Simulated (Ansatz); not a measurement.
**Spin spirals in Gd (P63/mmc)**

Geometry: a structure as deposited in COD; nothing is relaxed.

Settings: PBE, 12×12×5 k mesh, Fermi–Dirac smearing of 0.05 eV. PAW means Ansatz 0.2.0 on its default frozen-core files. Site moments are integrated in spheres about the atoms.

Input of the first run:

```yaml
crystal:
  lattice:
    - [3.636, 0.0, 0.0]
    - [-1.818, 3.1488683682, 0.0]
    - [0.0, 0.0, 5.7826]
  atoms:
    - { symbol: Gd, position: [0.3333333333, 0.6666666667, 0.25], spin: 7.4, spin_axis: [1.0, 0.0, 0.0] }
    - { symbol: Gd, position: [0.6666666667, 0.3333333333, 0.75], spin: 7.4, spin_axis: [1.0, 0.0, 0.0] }
magnetization:
  noncollinear: true
  spin_spiral: { q: [0.0, 0.0, 0.0] }
kpoints:
  mp_grid: { grid: [12, 12, 5] }
scf:
  occupations: { method: fermi_dirac, width: 0.05 }
hamiltonian:
  xc: pbe
  pseudopotentials: { kind: paw }
output:
  eigenvalues: false
```

Command: `ansatz run input.yaml --threads 2 --pin off --max-ram 5120MiB --backend cpu --events-out ev --progress --plain --runs-dir out`

The input for «spiral at 0.5 of the way from Γ to M» by PAW differs from it in these lines, output keys apart:

```diff
-  spin_spiral: { q: [0.0, 0.0, 0.0] }
+  spin_spiral: { q: [0.25, 0.0, 0.0] }
-  mp_grid: { grid: [12, 12, 5] }
+  mp_grid: { grid: [12, 12, 5], shift: [0.5, 0.0, 0.0] }
```

Flat spirals without spin–orbit coupling: moments start in the xy plane and turn about z by q·R from cell to cell, and their directions inside a cell are free. q runs from Γ to M = (0.500, 0.000, 0.000) in reciprocal cell vectors. Energies count from each method's run at q = 0. Each q is a vector of the k mesh, and the mesh is shifted by q/2 where needed, so that both spin components are sampled on the same points as at q = 0. In Ansatz a GGA is taken by the program's default for non-collinear spins.

Where along the line is the energy lowest?

q = 0 is the lowest point of the line, so the state at q = 0 is stable against these spirals.
```
fraction of Γ–M  |q| (1/Å)  ΔF PAW (meV/cell)  largest moment, PAW (μB)
          0.000      0.000                0.0                      7.36
          0.167      0.166               +3.5                      7.35
          0.333      0.333               +7.4                      7.33
          0.500      0.499              +12.1                      7.31
          0.667      0.665              +13.7                      7.28
```

Without U a semilocal functional puts the f levels too near the Fermi level, which can change moments and the order of magnetic states; site and cell moments are spin moments. Spin–orbit coupling is left out although heavy atoms are present. With open f shells a run can end in a state that isn't the lowest. None of this fixes the real material's magnetic order: only patterns that fit the cell were computed, without spin fluctuations and on one mesh and smearing, with a functional that can overstate moments. Left out because it didn't converge or finish: PAW, spiral at 0.833 of the way from Γ to M.
